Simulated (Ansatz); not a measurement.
Question: Each is relaxed and computed with DFT-r²SCAN in the program Ansatz with PAW potentials. Which is the only metal?
A. InP, P6_422 (In on 3c, P on 3d)
B. SrP2Os2, I4/mmm (Sr on 2a, P on 4e, Os on 4d)
C. CaP, P-62m (Ca on 3g, Ca on 3f, P on 4h, P on 2e)
D. GaP, zinc blende

Answer: B, SrP2Os2, I4/mmm (Sr on 2a, P on 4e, Os on 4d). SrP2Os2: metal; CaP: gap 0.61 eV (indirect); InP: gap 0.42 eV; GaP: gap 1.84 eV (indirect). Typed or built starts, not in the databases checked: InP, P6_422 (In on 3c, P on 3d). Not the usual ambient phase: InP, P6_422 (In on 3c, P on 3d). Standing as an ambient phase not checked: SrP2Os2, I4/mmm (Sr on 2a, P on 4e, Os on 4d); CaP, P-62m (Ca on 3g, Ca on 3f, P on 4h, P on 2e). All cells were relaxed under the symmetry of their starts (and spin orders); stability against distortions was not tested throughout. Rows with no word on spin ran without spin polarisation. Spin–orbit coupling is left out wherever it is not named.

Potentials: the later of the program's two PAW sets.
